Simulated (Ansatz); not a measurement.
RuW:
```yaml
crystal:
  lattice:
    - [2.75675, 0.00000, 0.00000]
    - [-1.37838, 2.38742, 0.00000]
    - [0.00000, 0.00000, 4.41680]
  atoms:
    - { symbol: Ru, position: [0.00000, 0.00000, 0.50000] }
    - { symbol: W, position: [0.66667, 0.33333, 0.00000] }
```

Relaxed with PBEsol. Special points in fractions of this cell's reciprocal vectors: Γ (0.000, 0.000, 0.000); M (0.500, 0.000, 0.000); K (0.333, 0.333, 0.000); A (0.000, 0.000, 0.500); L (0.500, 0.000, 0.500); H (0.333, 0.333, 0.500).

**Question.** List the band energies nearest the Fermi level at these points for the program Ansatz at the PBEsol level (PAW).

**Answer.** In eV from the Fermi level; about four levels below and three above (degenerate sets whole), none deeper than 8.9 eV; … stands for higher levels left out; points with the same levels are listed once.

```
k                          below           above
-  -----------------------------  --------------
Γ        -0.38 -0.38 -0.08 -0.08          1.28 …
M        -1.97 -1.34 -1.07 -0.33  1.81 4.29 5.02
K        -3.47 -3.07 -2.33 -1.34  0.15 2.31 3.02
A  -2.11 -2.11 -1.48 -1.31 -1.31     1.56 1.56 …
L        -5.48 -3.89 -3.56 -0.68  0.81 1.38 1.78
H        -3.43 -3.40 -2.31 -1.30  0.03 0.27 2.36
```

Space group P-6m2. The first step of the workflow began from a Materials Project structure, measured or hypothetical; the Crystallography Open Database copy checked does not list it. With Ru and W taken as one species the cell has the higher symmetry P6_3/mmc, so it may be an ordered model of a mixed-site phase. Its standing as an ambient phase is unchecked. Symmetry was held in the PBEsol relaxation; its stability against distortions is not shown here. The run is not spin-polarised. Scalar-relativistic: spin–orbit coupling is off unless named, which matters more the heavier the elements.

Potentials: the later of the program's two PAW sets.
